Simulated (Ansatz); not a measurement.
An Ansatz (an electronic-structure program) input:

Ansatz 0.2 input:
```yaml
crystal:
  lattice:
    - [0.0, 2.1084413429, 2.1084413429]
    - [2.1084413429, 0.0, 2.1084413429]
    - [2.1084413429, 2.1084413429, 0.0]
  atoms:
    - { symbol: N, position: [0.0, 0.0, 0.0] }
    - { symbol: Ga, position: [0.5, 0.5, 0.5] }
kpoints:
  mp_grid: { grid: [10, 10, 10] }
hamiltonian:
  xc: r2scan
  pseudopotentials: { kind: paw }
scf:
  occupations: { method: fixed }
output:
  optics: { e_range: [0.0, 15.0], de: 0.05, sigma: 0.1, bands: { spectra_wanted_up_to: 12 eV } }
```

**Question.** How many symmetry operations and irreducible k-points will the run report?

**Answer.** 48 operations, 47 of 1000 k-points.

**Question.** With a cutoff of 500 eV, how many plane waves at Γ?

**Answer.** 531.

It took roughly 17 core-seconds on shared server cores.

Space group Fm-3m (rock salt). This is a known high-pressure phase of the composition, computed here at zero pressure and temperature. The r²SCAN relaxation kept the symmetry of its start; its stability against distortions is not shown here. Spin–orbit coupling is left out wherever it is not named.

Potentials: the later of the program's two PAW sets.

Ansatz is a plane-wave DFT program.
